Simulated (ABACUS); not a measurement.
Consider a self-consistent single point of MgO (Fm-3m, 2 atoms in the cell; from Materials Project mp-1265).

```yaml
crystal:
  lattice:
    - [0.00000, 2.09700, 2.09700]
    - [2.09700, 0.00000, 2.09700]
    - [2.09700, 2.09700, 0.00000]
  atoms:
    - { symbol: Mg, position: [0.00000, 0.00000, 0.00000] }
    - { symbol: O, position: [0.50000, 0.50000, 0.50000] }
```

Method: LDA (PW92), numerical atomic orbitals DZP (confined pseudo-atomic orbitals; energy shift 0.01 Ry), PseudoDojo 0.4 standard norm-conserving LDA (tails mended) pseudopotentials in ABACUS.

ABACUS settings:

- basis: DZP numerical atomic orbitals, energy shift 0.01 Ry
- KPT: Gamma 9 9 9 0.5 0.5 0.5
- basis_type: lcao
- dft_functional: PWLDA
- ecutwfc: 100 Ry
- smearing_method: gaussian
- smearing_sigma: 0.000734986 Ry
- potentials: PseudoDojo 0.4 standard norm-conserving LDA (tails mended)
- symmetry: 1
- symmetry_prec: 1e-05
- ks_solver: genelpa
- scf_nmax: 100
- scf_thr: 1.0e-07
- mixing_type: pulay

Results:

- Number of valence electrons: 16
- Number of bands: 18
- Number of k-points after the program's reduction: 85
- Size of the basis: 27
- Number of SCF iterations: 9
- Free energy E − TS: -2064.8574 eV
- Pressure: -5.57 GPa

Stress (GPa, positive for compression):
```
-5.57   0.00   0.00
 0.00  -5.57   0.00
 0.00   0.00  -5.57
```

For comparison: a first run (DFT, PBE, numerical atomic orbitals DZP (confined pseudo-atomic orbitals; energy shift 0.01 Ry), PseudoDojo 0.5 standard norm-conserving PBE (tails mended) pseudopotentials) was changed to give this one (dft_functional: PBE → PWLDA; pseudopotentials: PseudoDojo 0.5 standard norm-conserving PBE (tails mended) → PseudoDojo 0.4 standard norm-conserving LDA (tails mended); basis_set: DZP numerical atomic orbitals, energy shift 0.01 Ry → DZP numerical atomic orbitals, energy shift 0.01 Ry), and from it to this one the pressure goes from 5.55 to -5.57 GPa.

The atom-centred basis is finite, which shifts total energies and pressures against plane waves. The structure comes from a collection of computed structures, made at another level of theory; the collection holds predicted forms beside known ones.

The atomic orbitals were generated for these runs; they are not ABACUS's published sets and were checked against plane waves on a few crystals only.

“Tails mended”: in these copies of the files the far tail of each local potential was reset to the Coulomb form.
